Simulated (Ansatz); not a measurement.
## S: what symmetry allows forces and stress to be

```
CELL_PARAMETERS angstrom
5.47733 0.00000 0.00000
0.00000 5.47733 0.00000
0.00000 0.00000 3.11081
ATOMIC_POSITIONS crystal
S 0.89037 0.86722 0.50000
S 0.10963 0.13278 0.50000
S 0.36722 0.60963 0.00000
S 0.63278 0.39037 0.00000
```

Computed with Ansatz, DFT PBEsol, scalar-relativistic, plane waves, PAW.

Cutoff 420 eV; k points 8×8×14 on the computed 4-atom cell (Γ-centred); Gaussian smearing, width 0.10 eV; no spin polarisation.

This distorted cell has space group P4_2/m, with 8 operations.

Question: Without a calculation: in which directions can each atom feel a force?

Answer: A force must be left unchanged by every operation that keeps its atom in place, so it lies in the space that those operations leave fixed. Atoms that the group maps onto each other feel forces of one size.
```csv
atom,site symmetry,operations at the site,equivalent to atom,allowed force (Cartesian)
S1,m..,2,1,"in the plane normal to (0.00, 0.00, 1.00)"
S2,m..,2,1,"in the plane normal to (0.00, 0.00, 1.00)"
S3,m..,2,1,"in the plane normal to (0.00, 0.00, 1.00)"
S4,m..,2,1,"in the plane normal to (0.00, 0.00, 1.00)"
```

That leaves 2 independent force components of 12. A relaxation in this cell that keeps the symmetry moves the atoms in these directions alone.

Question: And the stress tensor?

Answer: It must be invariant under the point group, which leaves 2 independent components: yz, xz, xy vanish; xx = yy.

Question: Do the computed values obey this?

Answer: Yes. Forces (eV/Å):
```
S1  -0.436 -0.194  0.000
S2   0.436  0.194  0.000
S3  -0.194  0.436  0.000
S4   0.194 -0.436  0.000
```

Stress (GPa, compression positive, xx yy zz yz xz xy): 0.61 0.61 -4.98 0.00 0.00 0.00. The program imposes the same operations on density, forces and stress, so this confirms the analysis and is no independent test of the calculation.

The cell holds molecules, and where no dispersion correction was added their binding is poorly described. Spin polarisation was left out, and a magnetic state may lie lower.

This form isn't the element's structure at ambient conditions.